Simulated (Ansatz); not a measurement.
# In$_{2}$Ag: enthalpy against pressure

In$_{2}$Ag, I4/mcm, a = 6.853 Å, c = 5.735 Å. The structure is a COD entry; whether it is the stable form wasn't checked. Ansatz: r2SCAN, PAW, 500 eV, Γ-centred 8×8×8 mesh on 6 atoms, Gaussian smearing 0.10 eV; no spin polarisation. Cell and atoms are relaxed at each pressure, and no other structure is tried, so the rows at high pressure may lie past a change of phase. y is the enthalpy over the state at zero pressure; there V0 = 22.446 Å³/atom. The pressures are the targets, met within 0.03 GPa.

```
P (GPa) y (eV/atom)
   -1.0      -0.1413
    0.0       0.0000
    1.0       0.1390
    4.0       0.5442
   12.0            ?
   25.0       3.0676
   50.0       5.7173
```

Task: Fit y = c1 P + c2 P² + c3 P³ to the other rows, say what c1 and c2 mean, and predict the missing value.

Result: Least squares on the rows shown. y = 0.13941 P − 0.00083503 P² + 6.6766×10⁻⁶ P³. Since dH/dP = V, c1 is V0: 0.13941 eV/GPa × 160.2 = 22.333 Å³ against 22.446; c2 = −V0/(2B0) gives B0 = 83 GPa, where a Birch–Murnaghan fit to the volumes of the same runs (not shown) gives 61 GPa: a cubic over this range folds the higher terms into c2. Above P = −c2/(3 c3) = 42 GPa the cubic's slope, the volume, would rise with pressure, so the form fails there. At P = 12.0 the fit asked for gives 1.5642 eV/atom. The run gave 1.5611 eV/atom, so the fit is 0.0031 eV/atom too high, 0.053 % of the span of the series, against an rms of 0.0006 eV/atom on the fitted rows. With a term in P⁴ added, a fit to the same known rows predicts 1.5549 eV/atom, which misses by about as much or more on the other side: the known rows don't fix the higher terms.

The mesh isn't the same in all rows (8×8×8, 10×10×10).